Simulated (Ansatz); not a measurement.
Starting cell, LiCl (rock salt):

```
LiCl
1.0
    0.00000     5.15039     5.15039
    2.57520     0.00000     2.57520
    2.57520     2.57520     0.00000
Cl Li
2 2
Cartesian
  0.00000   0.00000   0.00000
  2.57520   2.57520   5.15039
  2.57520   2.57520   2.57520
  2.57520   5.15039   5.15039
```

The atoms are displaced by Q × the pattern below (from a DFPT mode at L = (0.5, 0.0, 0.0), largest move 1; Q in Å), at fixed cell. It is one choice among 2 degenerate patterns. (q is in reciprocal vectors of the primitive cell; the cell shown is doubled to hold the pattern.)

| atom | x | y | z |
|---|---|---|---|
| Li3 | -0.285 | 0.520 | -0.805 |
| Li4 | 0.285 | -0.520 | 0.805 |

Atoms not listed stay in place.

Level of theory: PBE (plane waves to 420 eV, PAW, scalar-relativistic; Ansatz, a first-principles code). k mesh 11×11×11 (Γ-centred), Fermi-Dirac smearing 0.05 eV. Energies are smeared free energies. LiCl was relaxed with its symmetry unable to fall. ΔE is measured from the undisplaced structure.

Question: Give the computed ΔE (eV/cell) and −dE/dQ from forces (eV/Å) at Q (Å) = -0.180, -0.120, -0.090, -0.060, 0.060, 0.090, 0.150, 0.180.

Answer: 
```json
[
 {"Q (Å)": "-0.180", "ΔE (eV/cell)": "0.0290", "−dE/dQ from forces (eV/Å)": "0.329"},
 {"Q (Å)": "-0.120", "ΔE (eV/cell)": "0.0127", "−dE/dQ from forces (eV/Å)": "0.214"},
 {"Q (Å)": "-0.090", "ΔE (eV/cell)": "0.0071", "−dE/dQ from forces (eV/Å)": "0.159"},
 {"Q (Å)": "-0.060", "ΔE (eV/cell)": "0.0032", "−dE/dQ from forces (eV/Å)": "0.106"},
 {"Q (Å)": "0.060", "ΔE (eV/cell)": "0.0032", "−dE/dQ from forces (eV/Å)": "-0.106"},
 {"Q (Å)": "0.090", "ΔE (eV/cell)": "0.0071", "−dE/dQ from forces (eV/Å)": "-0.159"},
 {"Q (Å)": "0.150", "ΔE (eV/cell)": "0.0200", "−dE/dQ from forces (eV/Å)": "-0.271"},
 {"Q (Å)": "0.180", "ΔE (eV/cell)": "0.0290", "−dE/dQ from forces (eV/Å)": "-0.329"}
]
```

(For displaced atoms, the force is minus the slope of the energy, and its curvature is a force constant, which sets phonon frequencies.)
